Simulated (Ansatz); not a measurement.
A generated cell, in the space group of a known form (sites not compared), of CsGeI₃: R3m, hexagonal axes (No. 160), hR5; a = b = 8.447 Å, c = 10.846 Å, α = β = 90.00°, γ = 120.00°; Cs 3a (0.000, 0.000, 0.006); Ge 3a (0.000, 0.000, 0.472); I 9b (0.006, 0.503, 0.013). Method: r2SCAN (plane waves to 500 eV, PAW, scalar-relativistic; Ansatz, a first-principles code). Element references, the lowest calculated here: Ge (Fd-3m), Cs (Im-3m), I (Cmce).

Total energies (eV/atom, σ → 0; comparable only within this code, potentials and settings):

```csv
phase,E (eV/atom)
CsGeI3 (R3m),-6515.516
Ge (Fd-3m),-4302.906
Cs (Im-3m),-5685.926
I (Cmce),-7528.023
CsI (Pm-3m),-6608.754
```

Question: What is the formation energy of this R3m form of CsGeI3 from the elements?

Answer: E_f = -6515.516 − [1 × (-5685.926) + 1 × (-4302.906) + 3 × (-7528.023)] / 5 = -0.94 eV/atom (-4.7 eV per formula unit).

A lower structure of this composition may exist.

Static energies, no anion corrections, no zero-point energy. Values are rounded to 0.01 eV/atom. Not shown to be the ambient phase of their composition (a lower form may be missing, and a cell relaxed within its start's symmetry can be a saddle point): CsGeI3 (R3m). Spin-orbit coupling is missing from these energies, which matters for elements this heavy. The compounds carry no spin polarisation.
